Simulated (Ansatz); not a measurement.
AlIr (CsCl type, Pm-3m) under volume change, DFT-LDA in the program Ansatz with PAW potentials, scaled uniformly.

| V (Å³/atom) | E − E(relaxed) (meV/atom) | P (GPa) |
|---|---|---|
| 11.912 | 102.1 | 30.27 |
| 12.305 | (withheld) | (withheld) |
| 12.697 | 10.1 | 8.47 |
| 13.090 | 0.0 | 0.00 |
| 13.483 | 9.0 | -7.17 |
| 13.875 | (withheld) | (withheld) |
| 14.268 | 73.2 | -18.35 |

Problem. Some entries are withheld; supply them.

Solution. 
- 13.875, E − E(relaxed) (meV/atom): 34.3
- 13.875, P (GPa): -13.24
- 12.305, E − E(relaxed) (meV/atom): 42.8
- 12.305, P (GPa): 18.47

Problem. What does a third-order Birch–Murnaghan fit give for V₀, B₀ and B′?

Solution. V₀ = 13.09 Å³/atom, B₀ = 259 GPa, B′ = 4.5.

The first step of the workflow began from a Materials Project structure, measured or hypothetical; the Crystallography Open Database copy checked does not list it. With Al and Ir taken as one species the cell has the higher symmetry Im-3m, so it may be an ordered model of a mixed-site phase. Its standing as an ambient phase is unchecked. The cell was relaxed with LDA under the symmetry of its start; of distortions, only those at the zone centre were tested. No spin polarisation was allowed. Scalar-relativistic: spin–orbit coupling is off unless named, which matters more the heavier the elements.

Potentials: the later of the program's two PAW sets.
